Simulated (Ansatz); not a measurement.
Relaxed-ion elastic tensor of Ca (hcp (Mg type), P6_3/mmc) in GPa (Voigt order), plane-wave PAW r²SCAN (Ansatz code); density 1.53 g/cm³, 43.42 Å³ per atom.

```
28.1  16.8   7.0   0.0   0.0   0.0
16.8  28.1   7.0   0.0   0.0   0.0
 7.0   7.0  43.3   0.0   0.0   0.0
 0.0   0.0   0.0   6.1   0.0   0.0
 0.0   0.0   0.0   0.0   6.1   0.0
 0.0   0.0   0.0   0.0   0.0   5.6
```

### Question
Is the crystal mechanically stable?

### Answer
Yes: the smallest eigenvalue of C is 5.6 GPa.

### Question
Work out the Voigt, Reuss and Hill averages.

### Answer
K_V = 17.9, K_R = 17.8, K_H = 17.8; G_V = 8.2, G_R = 6.8, G_H = 7.5 GPa.

### Question
Give Young's modulus, Poisson's ratio, Pugh's ratio and the universal anisotropy index.

### Answer
E = 9KG/(3K + G) = 19.7 GPa; ν = 0.32; K/G = 2.39 (ductile by the Pugh limit of 1.75); A_U = 5G_V/G_R + K_V/K_R − 6 = 1.03.

### Question
Estimate the sound speeds and the Debye temperature.

### Answer
v_l = √((K + 4G/3)/ρ) = 4260 m/s, v_t = √(G/ρ) = 2210 m/s, mean 2470 m/s; Θ = (h/k)(3n/4πV)^(1/3) v_m = 209 K.

### Question
How much does each axis shrink under pressure?

### Answer
Linear compressibilities β_i = Σ_j S_ij (j = 1 to 3): x 20, y 20, z 17 per TPa.

The workflow started from an entry of the Crystallography Open Database (COD, 723 K), which files this formula under 3 space groups. It is not the phase usual at ambient conditions (space group No. 225). The r²SCAN relaxation kept the symmetry of its start; whether a distortion lowers the energy is not shown. As this level gives no gap, shear constants depend on the k-mesh and smearing (Fermi–Dirac, 0.1 eV here).

Potentials: the earlier of the program's two PAW sets. The files were generated under PBE; for other functionals the program regenerates the frozen cores, and for LDA and PBEsol the local potential too.
